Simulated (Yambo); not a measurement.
Yambo run on CaI₂ (CdI2 type, space group P-3m1, No. 164). The wavefunctions come from this Quantum ESPRESSO step (PBEsol, PseudoDojo standard norm-conserving files, fully relativistic):

```
&CONTROL
  calculation = 'nscf'
  pseudo_dir = './pseudo'
  outdir = './out'
/
&SYSTEM
  ibrav = 0
  nat = 3
  ntyp = 2
  ecutwfc = 70.0
  ecutrho = 280.0
  occupations = 'fixed'
  force_symmorphic = .true.
  nbnd = 350
  noncolin = .true.
  lspinorb = .true.
/
&ELECTRONS
  conv_thr = 3.0000000000000004e-09
  diago_full_acc = .true.
  diago_thr_init = 1e-08
/
ATOMIC_SPECIES
Ca 40.0780 Ca.upf
I 126.9045 I.upf
CELL_PARAMETERS angstrom
  4.432201933013   0.000000000000   0.000000000000
 -2.216100966507   3.838399468692   0.000000000000
  0.000000000000   0.000000000000   6.919547673000
ATOMIC_POSITIONS crystal
Ca   0.000000000000   0.000000000000   0.000000000000
I   0.333333333333   0.666666666667   0.257447511600
I   0.666666666667   0.333333333333   0.742552488400
K_POINTS automatic
3 3 2 0 0 0
```

Yambo input:

```
rim_cut
gw0
dyson
el_el_corr
HF_and_locXC
ppa
em1d
RandQpts= 1000000
RandGvec= 1 Ry
EXXRLvcs= 70 Ry
VXCRLvcs= 280 Ry
Chimod= "HARTREE"
% BndsRnXp
 1 | 348 |
%
NGsBlkXp= 7 Ry
% LongDrXp
 1.0 | 1.0 | 1.0 |
%
PPAPntXp= 27.2114 eV
% GbndRnge
 1 | 348 |
%
GTermKind= "BG"
DysSolver= "n"
ExtendOut
% QPkrange
 1 | 1 | 22 | 26 |
 2 | 2 | 24 | 25 |
 3 | 3 | 24 | 25 |
 5 | 5 | 24 | 25 |
 6 | 6 | 24 | 25 |
%
```

k points by index: 1 = Γ, 2 = A, 3 = (0, 0.333, 0), 5 = K, 6 = H.

Resulting energies as the program prints them:

```
#    K-point    Band    Eo [eV]    E [eV]    E-Eo [eV]    Vxc [eV]    Vnlxc [eV]    Sc|Eo [eV]    Sc|E [eV]    dSc/dw|Eo [eV]    Re(Z)    Im(Z)
#
    1    22    -0.160266    -1.401908    -1.241642    -11.41933    -14.16599    1.213856    1.505010    -6.380271    0.810061    -0.001409
    1    23    0.000000    -1.206357    -1.206357    -11.46461    -14.11286    1.159683    1.441897    -6.365250    0.810424    -0.001398
    1    24    0.000000    -1.206357    -1.206357    -11.46461    -14.11286    1.159683    1.441897    -6.365250    0.810424    -0.001398
    1    25    3.772413    4.381991    0.609578    -8.239832    -3.888709    -3.620109    -3.741545    -5.419690    0.833908    -0.001305
    1    26    3.772413    4.381991    0.609578    -8.239832    -3.888709    -3.620109    -3.741545    -5.419690    0.833908    -0.001305
    2    24    -0.331904    -1.589051    -1.257147    -11.30626    -14.11532    1.255751    1.551910    -6.409914    0.809347    -0.001422
    2    25    3.878497    5.030779    1.152282    -10.87404    -5.308384    -4.156840    -4.413379    -6.057363    0.817924    -0.001388
    3    24    -0.690900    -1.907718    -1.216818    -11.14086    -13.88467    1.237750    1.526985    -6.467509    0.807963    -0.001436
    3    25    3.237201    4.300672    1.063470    -10.52831    -5.333285    -3.898803    -4.131551    -5.954556    0.820459    -0.001378
    5    24    -1.295781    -2.626611    -1.330830    -10.72356    -13.79620    1.420713    1.741813    -6.564845    0.805634    -0.001618
    5    25    4.159687    5.359371    1.199684    -11.18907    -5.483528    -4.234666    -4.505860    -6.150557    0.815640    -0.001202
    6    24    -0.928811    -2.155658    -1.226846    -11.17238    -13.98839    1.294493    1.589166    -6.535226    0.806341    -0.001495
    6    25    4.334734    5.662761    1.328027    -11.88211    -5.874931    -4.369320    -4.679151    -6.347582    0.810850    -0.001533
```
(The two width columns are left out.) Convergence of these settings isn't established.

Geometry relaxed with PBE+D3(BJ).
